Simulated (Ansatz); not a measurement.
System: Rh (fcc type), 1 atom in the cell.

Computed with PBE, all-electron LAPW, point nucleus (Ansatz).

k-mesh 4×4×4 Γ-centred; Fermi–Dirac smearing of 0.15 eV; no spin polarisation.

```
Rh
1.0
     0.00000    1.91290    1.91290
     1.91290    0.00000    1.91290
     1.91290    1.91290    0.00000
Rh
1
Direct
  0.00000 0.00000 0.00000
```

(1) Is the cell under compression or tension, and by how much?

## Answers

(1) The pressure is -5.43 GPa, so at these settings the cell is stretched and would shrink.

The k-mesh is coarse, so these values belong to this mesh and can lie far from the converged ones.
